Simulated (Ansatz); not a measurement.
Co in space group Fd-3m (No. 227; Co on 8a, Co on 16d) under volume change, DFT-PBEsol in the program Ansatz with PAW potentials, scaled uniformly.

```tsv
V (Å³/atom)	E − E(relaxed) (meV/atom)	P (GPa)
10.001	69.3	23.83
10.330	[?]	[?]
10.660	7.0	7.00
10.990	0.0	0.00
11.320	6.3	-5.99
11.649	[?]	[?]
11.979	51.6	-15.53
```

**Question.** What belongs in the gaps?

**Answer.** 
- 11.649, E − E(relaxed) (meV/atom): 24.1
- 11.649, P (GPa): -11.13
- 10.330, E − E(relaxed) (meV/atom): 29.5
- 10.330, P (GPa): 15.02

**Question.** What does a third-order Birch–Murnaghan fit give for V₀, B₀ and B′?

**Answer.** V₀ = 10.99 Å³/atom, B₀ = 213 GPa, B′ = 3.6.

The first step of the workflow began from a Materials Project structure, measured or hypothetical; the Crystallography Open Database copy checked does not list it. It is not the phase usual at ambient conditions (space group No. 194). Symmetry was held in the PBEsol relaxation; its stability against distortions is not shown here. Magnetic state: ferromagnetic, chosen from 4 collinear starts compared on coarse meshes (ties went to the first, and starts can fall back to one state), not a proven ground state.

Potentials: the earlier of the program's two PAW sets. The files were generated under PBE; for other functionals the program regenerates the frozen cores, and for LDA and PBEsol the local potential too.
